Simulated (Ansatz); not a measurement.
Density of states of a Ca2BeAl13 cell (elements on a fcc lattice, relaxed), per eV and atom, broadened by Gaussian smearing of width 0.1 eV and averaged over bins of 0.4 eV, from 8 eV under the Fermi level at most up to where the solved bands end.

Theory: Ansatz, DFT PBE, scalar-relativistic, plane waves, PAW.

Settings: cutoff 420 eV, Γ-centred mesh 5×7×5 on the computed 16-atom cell, Gaussian smearing of 0.10 eV; no spin polarisation.

```xyz
16
Lattice="-4.2576 4.0534 -4.2606 4.2586 4.0534 4.2599 4.2253 -4.0502 -4.2275" Properties=species:S:1:pos:R:3 pbc="T T T"
Be   -0.3103    4.0530   -0.3233
Al    2.1690   -2.0267   -4.3380
Al    0.1441    1.9901   -6.3519
Al    0.0047    0.0021   -4.1711
Al    2.1689    2.0303   -4.3342
Al    4.3989    2.0670   -2.0909
Al    0.0670    4.0543   -4.2331
Al   -2.1158    2.0635   -4.0949
Al   -0.0966    2.0242   -2.0683
Al    4.2413    4.0532    4.2331
Al    2.1428    1.9924    0.1620
Al   -0.1002    6.0849   -2.0682
Al   -2.0973    4.0533   -2.1125
Al    2.0320    4.0534    2.0241
Ca    2.2112   -0.0007   -2.1132
Ca    2.1229    4.0571   -2.0276
```

| E − E_F (eV) | total | Al 3p | Al 3s | Be 2s | Ca 4s |
| --- | --- | --- | --- | --- | --- |
| -7.85 | 0.172 | 0.096 | 0.067 | 0.002 | 0.006 |
| -7.45 | 0.208 | 0.118 | 0.079 | 0.003 | 0.006 |
| -7.05 | 0.193 | 0.112 | 0.072 | 0.003 | 0.004 |
| -6.65 | 0.230 | 0.134 | 0.085 | 0.003 | 0.004 |
| -6.25 | 0.225 | 0.136 | 0.080 | 0.003 | 0.003 |
| -5.85 | 0.245 | 0.144 | 0.089 | 0.003 | 0.004 |
| -5.45 | 0.273 | 0.161 | 0.099 | 0.003 | 0.006 |
| -5.05 | 0.254 | 0.152 | 0.089 | 0.003 | 0.005 |
| -4.65 | 0.292 | 0.170 | 0.105 | 0.004 | 0.006 |
| -4.25 | 0.303 | 0.177 | 0.108 | 0.007 | 0.004 |
| -3.85 | 0.388 | 0.239 | 0.128 | 0.007 | 0.004 |
| -3.45 | 0.323 | 0.210 | 0.095 | 0.006 | 0.003 |
| -3.05 | 0.352 | 0.230 | 0.101 | 0.007 | 0.002 |
| -2.65 | 0.348 | 0.235 | 0.090 | 0.007 | 0.004 |
| -2.25 | 0.378 | 0.256 | 0.096 | 0.007 | 0.005 |
| -1.85 | 0.432 | 0.305 | 0.095 | 0.007 | 0.005 |
| -1.45 | 0.408 | 0.296 | 0.078 | 0.008 | 0.005 |
| -1.05 | 0.440 | 0.310 | 0.089 | 0.008 | 0.004 |
| -0.65 | 0.484 | 0.322 | 0.105 | 0.010 | 0.004 |
| -0.25 | 0.508 | 0.337 | 0.100 | 0.010 | 0.004 |
| 0.15 | 0.360 | 0.224 | 0.080 | 0.009 | 0.003 |
| 0.55 | 0.384 | 0.238 | 0.076 | 0.007 | 0.005 |

The columns after the total are the largest Löwdin projections on the valence shells of the potentials, so they needn't add up, and the weight of a shell that a potential lacks goes to other orbitals. The cell has no gap on the mesh.

Cost: 2 runs of about 4.2 core-minutes in all (earlier runs that led there not counted), on Intel Xeon Platinum 8375C (Ice Lake) (shared hosts).